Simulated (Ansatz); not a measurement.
Input for Ansatz (plane-wave DFT, PAW):

```yaml
crystal:
  lattice:
    - [-1.7258925147, 1.9358549666, 6.1758809239]
    - [1.7258925147, -1.9358549666, 6.1758809239]
    - [1.7258925147, 1.9358549666, -6.1758809239]
  atoms:
    - { symbol: Sr, position: [0.1468030195, 0.6468030195, 0.5] }
    - { symbol: Sr, position: [0.8531969805, 0.3531969805, 0.5] }
    - { symbol: Cu, position: [0.5, 0.0, 0.5] }
    - { symbol: O, position: [0.3454675419, 0.8454675419, 0.5] }
    - { symbol: O, position: [0.6545324581, 0.1545324581, 0.5] }
    - { symbol: O, position: [0.0, 0.0, 0.0] }
basis:
  ecutwfc: 420
kpoints:
  mp_grid: { grid: [14, 14, 14] }
hamiltonian:
  xc: pbesol
scf:
  occupations: { method: gaussian, width: 0.1 }
output:
  forces: true
  stress: true
  eigenvalues: true
  write_density: true
  write_potential: true
  elf: true
  volumetric_format: npy
relax:
  adjacent_minimum: "off"
  f_tol: 0.01
  max_steps: 30
  cell: { stress_tol: 0.1, fix: [volume] }
```

Launched with
```bash
ansatz run input.yaml --threads 2 --pin off --max-ram 5120MiB --backend cpu --events-out ev --progress --plain --runs-dir out
```

All numbers below come from Ansatz, DFT PBEsol, scalar-relativistic, plane waves, PAW.

Part of what the program printed, abridged:

```
Pseudopotentials: kind: paw
Pseudopotential: Sr, paw, valence charge 10, recommended cutoff 420 eV (normal)
Pseudopotential: Cu, paw, valence charge 19, recommended cutoff 420 eV (normal)
Pseudopotential: O, paw, valence charge 6, recommended cutoff 420 eV (normal)
Functional definition: PBEsol
Crystal: 6 atoms, lattice volume = 82.536 Å³
Basis set: ecut = 420 eV, 1611 PW (Γ), FFT grids on a1−a2, a2, a2+a3, exchange–correlation on 72×90×48 points (8 copies of the dense FFT grid, shifted against one another)
Bands: 35, of which v1, the nominal top of the filled ones, is band 29 counted from 1 (28 counted from 0)
Symmetry: 8 space group operations
Space group: Immm (ITA 71), of the structure as read, at distance tolerance 4.4e-5 Å
k-points: 428 of 2744
Initial density: superposition of atomic densities (neutral atoms: chi_scale 0, normalization atom), corrected by the library's trained network
Initial wavefunctions: pseudopotential atomic-orbital guess
Functional: x = pbesol(κ = 0.804, μ = 0.12345679), c = pbesol(β = 0.046)
SCF iter   1: F=—  HF=-15261.044237 eV  |F-HF|=—  |Δ(HF+E_count)|=         —  Δρ=1.52e-2  dr2=1.55e-1  ethr=1.77e-3  ⟨swp⟩=8.8  Hψ=77169  notcnv=0  defer=4
SCF iter   2: F=—  HF=-15261.008169 eV  |F-HF|=—  |Δ(HF+E_count)|=   3.61e-2  Δρ=4.32e-3  dr2=1.71e-2  ethr=2.71e-4  ⟨swp⟩=2.0  Hψ=25987  notcnv=0  defer=336
SCF iter   3: F=—  HF=-15261.004650 eV  |F-HF|=—  |Δ(HF+E_count)|=   3.52e-3  Δρ=1.58e-3  dr2=1.60e-3  ethr=3.01e-5  ⟨swp⟩=2.0  Hψ=20280  notcnv=0  defer=336
SCF iter   4: F=—  HF=-15261.004406 eV  |F-HF|=—  |Δ(HF+E_count)|=   2.45e-4  Δρ=6.34e-4  dr2=2.52e-4  ethr=2.80e-6  ⟨swp⟩=2.0  Hψ=20841  notcnv=0  defer=336
SCF iter   5: F=—  HF=-15261.004406 eV  |F-HF|=—  |Δ(HF+E_count)|=   5.42e-9  Δρ=1.09e-4  dr2=1.44e-5  ethr=4.42e-7  ⟨swp⟩=2.8  Hψ=25352  notcnv=0  defer=336
SCF iter   6: F=—  HF=-15261.004435 eV  |F-HF|=—  |Δ(HF+E_count)|=   2.95e-5  Δρ=3.90e-5  dr2=1.04e-6  ethr=2.53e-8  ⟨swp⟩=2.0  Hψ=22975  notcnv=0  defer=336
SCF iter   7: F=-15261.004435 eV  HF=-15261.004435 eV  |F-HF|=1.31e-8  |Δ(HF+E_count)|=   3.41e-8  Δρ=8.60e-6  dr2=6.50e-8  ethr=1.75e-10  ⟨swp⟩=15.7  Hψ=130002  notcnv=0
SCF 1 converged in 7 iterations: F = -15261.004435 eV  dr2 = 6.50e-8
relax step   1: F+E_penalty+E_count = -15261.00443547 eV  Δ(F+E_penalty+E_count) = +0.000e0 eV  max|allowed force component| = 1.292e-1 eV/Å  Δτ_max = 0.0000 Å  P = +3.749 GPa  Ω = 82.536 Å³  fix = [volume]  reactions: volume +3.749 GPa (7 SCF iters, dr2 threshold 1.00e-7 eV, accepted)
Basis set: ecut = 420 eV, 1627 PW (Γ), FFT grids on a1−a2, a2, a2+a3, exchange–correlation on 72×90×48 points (8 copies of the dense FFT grid, shifted against one another)
Initial density: handed on by an earlier stage of this run
Initial wavefunctions: those handed on with the density
SCF iter   1: F=—  HF=-15261.006206 eV  |F-HF|=—  |Δ(HF+E_count)|=         —  Δρ=1.77e-3  dr2=5.23e-3  ethr=9.11e-6  ⟨swp⟩=2.1  Hψ=77629  notcnv=0
SCF iter   2: F=—  HF=-15261.005247 eV  |F-HF|=—  |Δ(HF+E_count)|=   9.59e-4  Δρ=7.56e-4  dr2=1.32e-3  ethr=9.11e-6  ⟨swp⟩=1.4  Hψ=17200  notcnv=0
SCF iter   3: F=—  HF=-15261.004911 eV  |F-HF|=—  |Δ(HF+E_count)|=   3.36e-4  Δρ=2.03e-4  dr2=5.24e-5  ethr=2.32e-6  ⟨swp⟩=2.2  Hψ=22586  notcnv=0
SCF iter   4: F=—  HF=-15261.004936 eV  |F-HF|=—  |Δ(HF+E_count)|=   2.45e-5  Δρ=1.51e-4  dr2=1.47e-5  ethr=9.20e-8  ⟨swp⟩=2.0  Hψ=26663  notcnv=0
SCF iter   5: F=—  HF=-15261.004933 eV  |F-HF|=—  |Δ(HF+E_count)|=   3.21e-6  Δρ=4.46e-5  dr2=1.31e-6  ethr=2.58e-8  ⟨swp⟩=2.0  Hψ=26864  notcnv=0
SCF iter   6: F=-15261.004932 eV  HF=-15261.004932 eV  |F-HF|=2.07e-8  |Δ(HF+E_count)|=   3.14e-7  Δρ=1.25e-5  dr2=1.29e-7  ethr=1.05e-9  ⟨swp⟩=12.4  Hψ=129076  notcnv=0
SCF 2 converged in 6 iterations: F = -15261.004932 eV  dr2 = 1.29e-7
  Residual-converged pass: ⟨swp⟩=1.0  Hψ=16700  notcnv=0  max |occ|·‖R‖ = 7.1e-9 eV (tolerance 1.0e-8 eV) dr2=1.29e-7  dr2_onsite=8.41e-9  max |Δocc| = 1.8e-11
relax step   2: F+E_penalty+E_count = -15261.00493238 eV  Δ(F+E_penalty+E_count) = -4.969e-4 eV  max|allowed force component| = 1.315e-1 eV/Å  Δτ_max = 0.0125 Å  P = +3.443 GPa  Ω = 82.536 Å³  energy of the carried Pulay correction = +8.544e-17 eV  fix = [volume]  reactions: volume +3.443 GPa (6 SCF iters, dr2 threshold 6.00e-7 eV, accepted)
Basis set: ecut = 420 eV, 1619 PW (Γ), FFT grids on a1−a2, a2, a2+a3, exchange–correlation on 72×90×48 points (8 copies of the dense FFT grid, shifted against one another)
SCF iter   1: F=—  HF=-15261.007317 eV  |F-HF|=—  |Δ(HF+E_count)|=         —  Δρ=1.27e-3  dr2=2.47e-3  ethr=3.70e-6  ⟨swp⟩=2.8  Hψ=72020  notcnv=0
SCF iter   2: F=—  HF=-15261.006862 eV  |F-HF|=—  |Δ(HF+E_count)|=   4.55e-4  Δρ=5.22e-4  dr2=5.54e-4  ethr=3.70e-6  ⟨swp⟩=2.2  Hψ=22064  notcnv=0
SCF iter   3: F=—  HF=-15261.006751 eV  |F-HF|=—  |Δ(HF+E_count)|=   1.11e-4  Δρ=1.12e-4  dr2=2.42e-5  ethr=9.72e-7  ⟨swp⟩=2.1  Hψ=22265  notcnv=0
SCF iter   4: F=—  HF=-15261.006745 eV  |F-HF|=—  |Δ(HF+E_count)|=   5.88e-6  Δρ=4.17e-5  dr2=1.26e-6  ethr=4.25e-8  ⟨swp⟩=2.3  Hψ=22436  notcnv=0
SCF iter   5: F=-15261.006745 eV  HF=-15261.006745 eV  |F-HF|=2.74e-7  |Δ(HF+E_count)|=   2.19e-7  Δρ=2.12e-5  dr2=2.39e-7  ethr=2.20e-9  ⟨swp⟩=2.0  Hψ=25227  notcnv=0
SCF iter   6: F=-15261.006745 eV  HF=-15261.006745 eV  |F-HF|=7.42e-8  |Δ(HF+E_count)|=   3.27e-8  Δρ=1.10e-5  dr2=6.29e-8  ethr=4.19e-10  ⟨swp⟩=8.6  Hψ=120301  notcnv=0
SCF 3 converged in 6 iterations: F = -15261.006745 eV  dr2 = 6.29e-8
relax step   3: F+E_penalty+E_count = -15261.00674517 eV  Δ(F+E_penalty+E_count) = -1.813e-3 eV  max|allowed force component| = 5.830e-2 eV/Å  Δτ_max = 0.0077 Å  P = +3.485 GPa  Ω = 82.536 Å³  energy of the carried Pulay correction = -1.282e-16 eV  fix = [volume]  reactions: volume +3.485 GPa (6 SCF iters, dr2 threshold 6.00e-7 eV, accepted)
SCF iter   1: F=—  HF=-15261.007005 eV  |F-HF|=—  |Δ(HF+E_count)|=         —  Δρ=5.53e-4  dr2=1.77e-4  ethr=2.98e-7  ⟨swp⟩=2.1  Hψ=69467  notcnv=0
SCF iter   2: F=—  HF=-15261.007008 eV  |F-HF|=—  |Δ(HF+E_count)|=   2.08e-6  Δρ=2.07e-4  dr2=2.21e-5  ethr=2.98e-7  ⟨swp⟩=2.1  Hψ=19184  notcnv=0
SCF iter   3: F=—  HF=-15261.007003 eV  |F-HF|=—  |Δ(HF+E_count)|=   4.27e-6  Δρ=6.80e-5  dr2=2.41e-6  ethr=3.89e-8  ⟨swp⟩=2.0  Hψ=21891  notcnv=0
SCF iter   4: F=-15261.007003 eV  HF=-15261.007003 eV  |F-HF|=1.74e-7  |Δ(HF+E_count)|=   2.56e-7  Δρ=2.06e-5  dr2=2.03e-7  ethr=4.23e-9  ⟨swp⟩=2.0  Hψ=25988  notcnv=0
SCF iter   5: F=-15261.007003 eV  HF=-15261.007003 eV  |F-HF|=8.58e-9  |Δ(HF+E_count)|=   3.17e-8  Δρ=5.56e-6  dr2=2.65e-8  ethr=3.55e-10  ⟨swp⟩=2.0  Hψ=23430  notcnv=0
SCF iter   6: F=-15261.007003 eV  HF=-15261.007003 eV  |F-HF|=8.06e-10  |Δ(HF+E_count)|=   3.34e-9  Δρ=1.20e-6  dr2=1.83e-9  ethr=4.65e-11  ⟨swp⟩=6.2  Hψ=99739  notcnv=0
SCF 4 converged in 6 iterations: F = -15261.007003 eV  dr2 = 1.83e-9
relax step   4: F+E_penalty+E_count = -15261.00700299 eV  Δ(F+E_penalty+E_count) = -2.578e-4 eV  max|allowed force component| = 4.362e-3 eV/Å  Δτ_max = 0.0033 Å  P = +3.418 GPa  Ω = 82.536 Å³  energy of the carried Pulay correction = -4.272e-17 eV  fix = [volume]  reactions: volume +3.418 GPa (6 SCF iters, dr2 threshold 2.12e-7 eV, accepted)
Initial wavefunctions: pseudopotential atomic-orbital guess (no wavefunctions were taken with the density)
SCF iter   1: F=—  HF=-15261.006940 eV  |F-HF|=—  |Δ(HF+E_count)|=         —  Δρ=1.28e-4  dr2=3.75e-7  ethr=2.83e-6  ⟨swp⟩=3.1  Hψ=112022  notcnv=0
SCF iter   2: F=—  HF=-15261.007008 eV  |F-HF|=—  |Δ(HF+E_count)|=   6.87e-5  Δρ=6.48e-5  dr2=9.89e-8  ethr=6.58e-10  ⟨swp⟩=3.7  Hψ=38901  notcnv=0
SCF iter   3: F=—  HF=-15261.007020 eV  |F-HF|=—  |Δ(HF+E_count)|=   1.22e-5  Δρ=8.77e-6  dr2=2.52e-8  ethr=1.73e-10  ⟨swp⟩=2.0  Hψ=26750  notcnv=0
SCF iter   4: F=—  HF=-15261.007021 eV  |F-HF|=—  |Δ(HF+E_count)|=   3.37e-8  Δρ=1.42e-6  dr2=6.79e-10  ethr=4.42e-11  ⟨swp⟩=2.0  Hψ=26843  notcnv=0
SCF iter   5: F=-15261.007021 eV  HF=-15261.007021 eV  |F-HF|=4.18e-11  |Δ(HF+E_count)|=  7.64e-11  Δρ=4.00e-7  dr2=8.22e-11  ethr=1.19e-12  ⟨swp⟩=2.0  Hψ=26962  notcnv=0
SCF iter   6: F=-15261.007021 eV  HF=-15261.007021 eV  |F-HF|=7.28e-12  |Δ(HF+E_count)|=  5.82e-11  Δρ=9.23e-8  dr2=4.48e-12  ethr=1.00e-12  ⟨swp⟩=5.8  Hψ=81307  notcnv=0
SCF 5 converged in 6 iterations: F = -15261.007021 eV  dr2 = 4.48e-12
SCF converged after 6 iterations
Free energy (F): -15261.007021 eV
Harris-Foulkes:  -15261.007021 eV  (|F-HF|=7.28e-12)
Internal energy: -15261.006407 eV  (E = F + TS)
E sigma→0 (E₀):  -15261.006714 eV
Entropy (-TS):   -0.000614 eV (-0.102 meV/atom)
Fermi energy:    10.967901 eV
--- Per-component energies (eV) ---
  E_band       = -538.924123
  E_kinetic    = 1320.505918
  E_local      = -7932.376300  (includes V_loc(G=0)·N_el)
  E_nonlocal   = 941.749544
  E_hartree    = 3243.997437
  E_xc         = -655.608473
  E_vxc        = -725.221290  (∫ρ·V_xc dr)
  E_paw        = -7367.866199  (= ΣΔE_a)
  E_vpaw       = -631.584539  (= ΣTr[D̂ρ^β])
  E_aug_tail   = 0.007568  (compensation charges beyond the density's cutoff)
  E_ewald      = -4811.996663
  E_core_change = 0.580761  (= ΣΔE_core)
  E_smearing   = -0.000614  (= −TS)
--- Forces (eV/Å), atoms counted from 1 ---
  atom   1  Sr     0.00000000     0.00000000     0.00288151
  atom   2  Sr     0.00000000     0.00000000    -0.00288151
  atom   3  Cu     0.00000000     0.00000000     0.00000000
  atom   4  O      0.00000000     0.00000000    -0.00430465
  atom   5  O      0.00000000     0.00000000     0.00430465
  atom   6  O      0.00000000     0.00000000     0.00000000
--- Stress (GPa, compression-positive) ---
        3.412021       0.000000       0.000000
        0.000000       3.388636       0.000000
        0.000000       0.000000       3.456861
  P = ⅓ Tr σ = 3.4192 GPa (34.192 kbar)
--- Band table (eV; the first three rows and the last of 428) ---
  k-point 0: bands = ["-101.8347", "-59.4343", "-59.4315", "-59.2006", "-22.6497", "-22.5203", "-7.8029", "-6.7829", "-6.5566", "-4.7800", "-4.5735", "-4.4368", "-4.3301", "-4.2520", "-4.0942", "5.8761", "6.2254", "6.7376", "7.1660", "7.3617", "7.4575", "7.7179", "7.9056", "8.7069", "8.9127", "9.1079", "9.3091", "9.4016", "9.5311", "12.6073", "13.9670", "14.7400", "16.5267", "16.5956", "17.1736"]
  k-point 1: bands = ["-101.8347", "-59.4343", "-59.4315", "-59.2007", "-22.6412", "-22.5171", "-7.7836", "-6.8554", "-6.6421", "-4.7371", "-4.5673", "-4.4359", "-4.2929", "-4.2165", "-4.0738", "5.8227", "6.0879", "6.5958", "7.2272", "7.3101", "7.3682", "7.5887", "8.0914", "8.7349", "8.7662", "8.9552", "9.2476", "9.4566", "9.6891", "12.7837", "14.1575", "14.9889", "16.5282", "16.7740", "17.2808"]
  k-point 2: bands = ["-101.8347", "-59.4343", "-59.4315", "-59.2008", "-22.6177", "-22.5081", "-7.7372", "-6.9937", "-6.8082", "-4.7523", "-4.6371", "-4.4219", "-4.1485", "-4.0882", "-4.0513", "5.5511", "5.9136", "6.3262", "7.0978", "7.1863", "7.3095", "7.5848", "8.0679", "8.5518", "8.8602", "8.9038", "9.1061", "9.3276", "10.1912", "13.2257", "14.6486", "15.5546", "16.4905", "17.1016", "17.3126"]
  k-point 427: bands = ["-101.8347", "-59.4343", "-59.4315", "-59.2006", "-22.6201", "-22.5508", "-7.9419", "-6.6609", "-6.2972", "-4.8182", "-4.6967", "-4.5321", "-4.4981", "-4.2650", "-3.9337", "5.8509", "6.2692", "7.1266", "7.1939", "7.3349", "7.4282", "7.7351", "7.9060", "8.0469", "8.7645", "8.8432", "9.3983", "9.5401", "9.6711", "13.1158", "14.8507", "14.8932", "15.8789", "16.0861", "16.5756"]
--- Relaxed structure (4 steps of the walk, 4 accepted, 1 SCFs on fresh bases) ---
  F+E_penalty+E_count = -15261.00702051 eV   max|allowed force component| = 4.305e-3 eV/Å   (the final SCF, on the basis selected at the relaxed cell)
  cell:  # Å, volume = 82.5364 Å³
    - [-1.71780242, 1.93940117, 6.19362074]
    - [1.71780242, -1.93940117, 6.19362074]
    - [1.71780242, 1.93940117, -6.19362074]
  atoms:
    - { symbol: Sr, position: [0.14711854, 0.64711854, 0.50000000] }
    - { symbol: Sr, position: [0.85288145, 0.35288145, 0.49999999] }
    - { symbol: Cu, position: [0.49999999, 0.0, 0.49999999] }
    - { symbol: O, position: [0.34501464, 0.84501464, 0.50000000] }
    - { symbol: O, position: [0.65498535, 0.15498535, 0.49999999] }
    - { symbol: O, position: [0.0, 0.0, 0.0] }
```

The relaxation met its thresholds.

It took 67 s on 2 threads of AMD EPYC 9R45 96-Core Processor (Zen 5) (shared host), peak memory 1.1 GiB.

Spin polarisation was left out, and a magnetic state may lie lower.